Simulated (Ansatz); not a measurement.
## SrTl: an elastic constant from a strain scan

These are results of DFT r2SCAN, scalar-relativistic, plane waves, PAW in Ansatz, not measurements. The runs took a 500 eV cutoff, a Γ-centred 12×12×12 mesh and Gaussian smearing (0.15 eV). Spin–orbit coupling is left out, which can shift energies with elements as heavy as these. No spin polarisation. Energies are free energies at this smearing, counted from the undisturbed cell; pressure is positive in compression.

Reference structure (as given, not relaxed at this level; it stands at 0.7 GPa, and it needn't be the usual structure):

```
CELL_PARAMETERS angstrom
4.03200 0.00000 0.00000
0.00000 4.03200 0.00000
0.00000 0.00000 4.03200
ATOMIC_POSITIONS crystal
Sr 0.00000 0.00000 0.00000
Tl 0.50000 0.50000 0.50000
```

The cell is strained by ε times the Voigt pattern (0, 0, 0, 0, 0, 1) (xx, yy, zz, yz, xz, xy; engineering shear) with fractional coordinates fixed. The cell holds 2 atoms in V0 = 65.55 Å³. The stress column is τ = (1/V0) dE/dε, got from the stress tensor σ (compression positive) at each point as −det(1 + εP) σ : P(1 + εP)⁻¹, with P the pattern as a tensor.

```csv
ε,ΔE (meV/atom),τ (GPa)
-0.0175,0.887,-0.496
-0.0150,0.651,-0.425
-0.0125,0.452,-0.354
-0.0100,0.289,-0.283
-0.0075,0.163,-0.212
-0.0050,0.072,-0.142
-0.0025,0.018,-0.071
0.0000,0.000,0.000
0.0025,0.018,0.071
0.0050,0.072,0.142
0.0075,0.163,0.212
0.0100,0.289,0.283
0.0125,0.452,0.354
0.0150,0.651,0.425
0.0175,0.887,0.496
0.0200,?,?
```

Which combination of elastic constants does this scan measure, and how large is it?

For small ε, τ = τ0 + Kε with K = pᵀCp, which for this pattern is C44 in the cubic axes. The parabola through τ at ε = -0.0025, 0 and 0.0025 has slope K = 28.3 GPa at zero. The energies per cell, E = NΔE, of the wider pair ε = ±0.0175 give K = 2[E(ε₊)/ε₊ − E(ε₋)/ε₋]/[(ε₊ − ε₋)V0] = 28.3 GPa, in agreement.

Predict the withheld row at ε = 0.0200 from the harmonic law, and compare.

ΔE = V0(τ0 ε + Kε²/2)/N = 1.158 meV/atom and τ = 0.57 GPa. The calculation gives 1.158 meV/atom and 0.57 GPa, a miss of 0.01 meV/atom at most, so the harmonic law still holds here.

In a metal these slopes depend on the k mesh and the smearing.